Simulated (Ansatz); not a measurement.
Ca (fcc (Cu type)), relaxed with PBEsol (Ansatz, an electronic-structure program, plane waves, PAW): a = 5.455 Å, b = 5.455 Å, c = 5.455 Å, α = 90.00°, β = 90.00°, γ = 90.00°.

```
Item                  Result
--------------------  ------
B₀ by P(V) fit (GPa)    17.9
K_Hill (GPa)            18.1
G_Hill (GPa)             9.0
Θ_D (K)                  227
```

Task: The same phase is relaxed and computed with PBE in the same code. What are the cell and these values now?

Result: a = b = c = 5.5257 Å, α = β = γ = 90.00°.

B₀ by P(V) fit (GPa): 17.4
K_Hill (GPa): 17.5
G_Hill (GPa): 8.8
Θ_D (K): 225

All cells were relaxed under the symmetry of their starts (and spin orders); stability against distortions was not tested throughout.

Potentials: the later of the program's two PAW sets.

Ansatz is a plane-wave DFT program.
